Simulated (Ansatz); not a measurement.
Tl₃VSe₄:
```
Tl3VSe4
1.0
   -3.91268     3.91268     3.91268
    3.91268    -3.91268     3.91268
    3.91268     3.91268    -3.91268
V Tl Se
1 3 4
Direct
  0.00000   0.00000   0.00000
  0.50000   0.50000   0.00000
  0.00000   0.50000   0.50000
  0.50000   0.00000   0.50000
  0.66327   0.66327   0.66327
  0.33673   0.00000   0.00000
  0.00000   0.00000   0.33673
  0.00000   0.33673   0.00000
```

This is the r²SCAN-relaxed structure.

Q: All from the program Ansatz at the r²SCAN level (PAW), unless another level is named. Estimate the HSE06 gap on the r²SCAN cell.

A: 2.39 eV.

Q: Predict the band gap.

A: 1.81 eV (smallest direct gap 1.83 eV).

Q: Predict the electron effective mass.

A: 1.1, 1.3, 2.5 mₑ (principal values).

Q: Give the weight of the conduction-edge state by species (Voronoi cells).

A: V 71 %, Se 20 %, Tl 9 %.

Q: And the conduction-band minimum?

A: at N (6 equivalent valleys).

Q: Next, the valence-band maximum?

A: at H.

Space group I-43m. The workflow started from a Materials Project entry (that database holds measured and hypothetical structures alike); the Crystallography Open Database copy checked does not list it. Whether it is the stable phase at ambient conditions was not checked. The cell was relaxed with r²SCAN under the symmetry of its start; its stability against distortions is not shown here. The run is not spin-polarised. Spin–orbit coupling is left out wherever it is not named.

Potentials: the later of the program's two PAW sets.
